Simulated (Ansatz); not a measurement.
Here is the system:

ZnO:
```cif
data_O4Zn4
_chemical_formula_sum 'Zn4 O4'
_space_group_name_H-M_alt 'P63mc'
_space_group_IT_number 186
_space_group_name_Hall 'P 6c -2c'
_cell_length_a 3.18030
_cell_length_b 3.18030
_cell_length_c 10.34035
_cell_angle_alpha 90.000
_cell_angle_beta 90.000
_cell_angle_gamma 120.000
loop_
_atom_site_label
_atom_site_type_symbol
_atom_site_symmetry_multiplicity
_atom_site_Wyckoff_symbol
_atom_site_fract_x
_atom_site_fract_y
_atom_site_fract_z
_atom_site_occupancy
Zn1 Zn 2 a 0.00000 0.00000 0.00058 1
Zn2 Zn 2 b 0.33333 0.66667 0.25050 1
O1 O 2 a 0.00000 0.00000 0.31216 1
O2 O 2 b 0.33333 0.66667 0.06239 1
```

This is the LDA-relaxed structure.

**Question.** All from LDA in the plane-wave PAW code Ansatz, unless another level is named. Estimate the electron effective mass.

**Answer.** 0.14 mₑ (isotropic).

**Question.** And the band gap?

**Answer.** 0.75 eV (smallest direct gap 0.75 eV).

**Question.** What about the valence-band maximum?

**Answer.** on the Γ–A line, 2 % of the way from Γ.

Space group P6_3mc. The cell is a constructed one: a structure type filled with these elements. Its sites differ from those of the usual phase in this space group: another stacking or structure type. Symmetry was held in the LDA relaxation; its stability against distortions is not shown here.

Potentials: the later of the program's two PAW sets.
